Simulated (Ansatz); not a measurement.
A plane-wave DFT run in Ansatz 0.2.0 (scalar-relativistic PAW potentials unless the input names others): input and command.

```yaml
crystal:
  lattice:
    - [2.7833395248, 0.0, 0.0]
    - [-1.3916697624, 2.4586515906, 0.0]
    - [0.0, 0.0, 10.8430490062]
  atoms:
    - { symbol: Ni, position: [0.0, 0.0, 0.0] }
    - { symbol: Ni, position: [0.0, 0.0, 0.5] }
    - { symbol: O, position: [0.6666666667, 0.3333333333, 0.0860929541] }
    - { symbol: O, position: [0.6666666667, 0.3333333333, 0.4139070459] }
    - { symbol: O, position: [0.3333333333, 0.6666666667, 0.9139070459] }
    - { symbol: O, position: [0.3333333333, 0.6666666667, 0.5860929541] }
basis:
  ecutwfc: 420
kpoints:
  mp_grid: { grid: [12, 12, 4] }
hamiltonian:
  xc: pbesol
scf:
  occupations: { method: gaussian, width: 0.05 }
  max_iter: "yes please"
output:
  forces: true
  eigenvalues: true
  stress: true
```

```bash
ansatz run input.yaml --threads 1 --pin off --max-ram 2560MiB --backend cpu --events-out ev --progress --plain --runs-dir out
```

Problem. Will this input run?

Solution. The program refuses it, because of a value of the wrong type (scf.max_iter: not typed → "yes please"). Without that key it is accepted.

Abridged log:
```
Error: YAML parse error: error: line 21 column 13: invalid u64
  --> <input>:21:13
   |
19 | scf:
20 |   occupations: { method: gaussian, width: 0.05 }
21 |   max_iter: "yes please"
   |             ^ invalid u64
22 | output:
23 |   forces: true
   |
```